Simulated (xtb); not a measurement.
xtb single point, GFN2-xTB, ALPB implicit chloroform, on carbon tetrabromide, CBr4 (SMILES BrC(Br)(Br)Br), charge 0, multiplicity 1.

```
xtb m.xyz --gfn 2 --chrg 0 --uhf 0 --norestart --sp --alpb chcl3

5

Br    -0.043632    -1.485940     1.333188
C      0.231514    -0.071888     0.034786
Br    -1.466034     0.395535    -0.781856
Br     1.466034    -0.682178    -1.333188
Br     0.974740     1.485940     0.922473
```

It prints:

```

          ...................................................
          :                      SETUP                      :
          :.................................................:
          :  # basis functions                  44          :
          :  # atomic orbitals                  40          :
          :  # shells                           14          :
          :  # electrons                        32          :
          :  max. iterations                   250          :
          :  Hamiltonian                  GFN2-xTB          :
          :  restarted?                      false          :
          :  GBSA solvation                   true          :
          :  PC potential                    false          :
          :  electronic temp.          300.0000000     K    :
          :  accuracy                    1.0000000          :
          :  -> integral cutoff          0.2500000E+02      :
          :  -> integral neglect         0.1000000E-07      :
          :  -> SCF convergence          0.1000000E-05 Eh   :
          :  -> wf. convergence          0.1000000E-03 e    :
          :  Broyden damping             0.4000000          :
          :  net charge                          0          :
          :  unpaired electrons                  0          :
          ...................................................

 iter      E             dE          RMSdq      gap      omega  full diag
   1    -18.2563097 -0.182563E+02  0.102E+01    4.28       0.0  T
   2    -18.3312209 -0.749112E-01  0.127E+01    3.18       1.0  T
   3    -18.4193579 -0.881370E-01  0.911E+00    3.30       1.0  T
   4    -18.4594526 -0.400947E-01  0.157E+00    3.32       1.0  T
   5    -18.4592240  0.228626E-03  0.128E+00    3.34       1.0  T
   6    -18.4602167 -0.992684E-03  0.136E-01    3.33       1.0  T
   7    -18.4602293 -0.126773E-04  0.184E-02    3.33       2.4  T
   8    -18.4602294 -0.172323E-07  0.186E-03    3.33      24.1  T
   9    -18.4602294 -0.146717E-08  0.168E-03    3.33      26.6  T
  10    -18.4602294 -0.271493E-08  0.122E-03    3.33      36.8  T
  11    -18.4602294 -0.152156E-08  0.301E-04    3.33     148.8  T
  12    -18.4602294 -0.427960E-10  0.387E-05    3.33    1154.6  T

   *** convergence criteria satisfied after 12 iterations ***

         #    Occupation            Energy/Eh            Energy/eV
      -------------------------------------------------------------
         1        2.0000           -0.8900589             -24.2197
       ...           ...                  ...                  ...
        10        2.0000           -0.4779241             -13.0050
        11        2.0000           -0.4644980             -12.6396
        12        2.0000           -0.4644018             -12.6370
        13        2.0000           -0.4643854             -12.6366
        14        2.0000           -0.4577682             -12.4565
        15        2.0000           -0.4577544             -12.4561
        16        2.0000           -0.4576995             -12.4546 (HOMO)
        17                         -0.3354808              -9.1289 (LUMO)
        18                         -0.2626190              -7.1462
        19                         -0.2623570              -7.1391
        20                         -0.2622779              -7.1369
        21                         -0.0365861              -0.9956
       ...                                ...                  ...
        40                          0.5463341              14.8665
      -------------------------------------------------------------
                  HL-Gap            0.1222188 Eh            3.3257 eV
             Fermi-level           -0.3965901 Eh          -10.7918 eV


         :::::::::::::::::::::::::::::::::::::::::::::::::::::
         ::                     SUMMARY                     ::
         :::::::::::::::::::::::::::::::::::::::::::::::::::::
         :: total energy             -18.440165755054 Eh    ::
         :: total w/o Gsasa/hb       -18.430073105661 Eh    ::
         :: gradient norm              0.001156959720 Eh/a0 ::
         :: HOMO-LUMO gap              3.325741485630 eV    ::
         ::.................................................::
         :: SCC energy               -18.460227962004 Eh    ::
         :: -> isotropic ES            0.011526364291 Eh    ::
         :: -> anisotropic ES          0.010955843339 Eh    ::
         :: -> anisotropic XC         -0.003875421051 Eh    ::
         :: -> dispersion             -0.007278152461 Eh    ::
         :: -> Gsolv                  -0.011165472567 Eh    ::
         ::    -> Gelec               -0.001072823174 Eh    ::
         ::    -> Gsasa               -0.013983668637 Eh    ::
         ::    -> Ghb                  0.000000000000 Eh    ::
         ::    -> Gshift               0.003891019244 Eh    ::
         :: repulsion energy           0.020062206950 Eh    ::
         :: add. restraining           0.000000000000 Eh    ::
[... lines cut ...]
        11        2.0000           -0.4644980             -12.6396
        12        2.0000           -0.4644018             -12.6370
        13        2.0000           -0.4643854             -12.6366
        14        2.0000           -0.4577682             -12.4565
        15        2.0000           -0.4577544             -12.4561
        16        2.0000           -0.4576995             -12.4546 (HOMO)
        17                         -0.3354808              -9.1289 (LUMO)
        18                         -0.2626190              -7.1462
        19                         -0.2623570              -7.1391
        20                         -0.2622779              -7.1369
        21                         -0.0365861              -0.9956
        22                         -0.0365811              -0.9954
        23                         -0.0230053              -0.6260
        24                         -0.0229989              -0.6258
        25                         -0.0229592              -0.6248
        26                         -0.0160649              -0.4371
        27                         -0.0160399              -0.4365
       ...                                ...                  ...
        40                          0.5463341              14.8665
      -------------------------------------------------------------
                  HL-Gap            0.1222188 Eh            3.3257 eV
             Fermi-level           -0.3965901 Eh          -10.7918 eV

     #   Z          covCN         q      C6AA      α(0)
     1  35 Br       1.879    -0.059   186.663    22.029
     2   6 C        3.660     0.239    17.141     5.941
     3  35 Br       1.871    -0.060   186.683    22.030
     4  35 Br       1.875    -0.060   186.685    22.030
     5  35 Br       1.877    -0.060   186.682    22.030

 Mol. C6AA /au·bohr⁶  :       3453.434244
 Mol. C8AA /au·bohr⁸  :     208570.960393
 Mol. α(0) /au        :         94.060530

Wiberg/Mayer (AO) data.
largest (>0.10) Wiberg bond orders for each atom

 ---------------------------------------------------------------------------
     #   Z sym  total        # sym  WBO       # sym  WBO       # sym  WBO
 ---------------------------------------------------------------------------
     1  35 Br   1.149 --     2 C    0.987
     2   6 C    3.947 --     1 Br   0.987     3 Br   0.987     5 Br   0.987
                             4 Br   0.986
     3  35 Br   1.149 --     2 C    0.987
     4  35 Br   1.148 --     2 C    0.986
     5  35 Br   1.148 --     2 C    0.987
 ---------------------------------------------------------------------------


molecular dipole:
                 x           y           z       tot (Debye)
 q only:       -0.001      -0.002       0.002
   full:       -0.004       0.002      -0.004       0.016
molecular quadrupole (traceless):
                xx          xy          yy          xz          yz          zz
 q only:       -0.010       0.001       0.005       0.000      -0.008       0.005
  q+dip:        0.017      -0.014      -0.017       0.011       0.012       0.000
   full:        0.020      -0.013      -0.018       0.010       0.011      -0.002

           -------------------------------------------------
          | TOTAL ENERGY              -18.440165755054 Eh   |
          | GRADIENT NORM               0.001156959720 Eh/α |
          | HOMO-LUMO GAP               3.325741485630 eV   |
           -------------------------------------------------
```

The total energy is -501.78 eV, -0.30 eV from the same level's vacuum run.
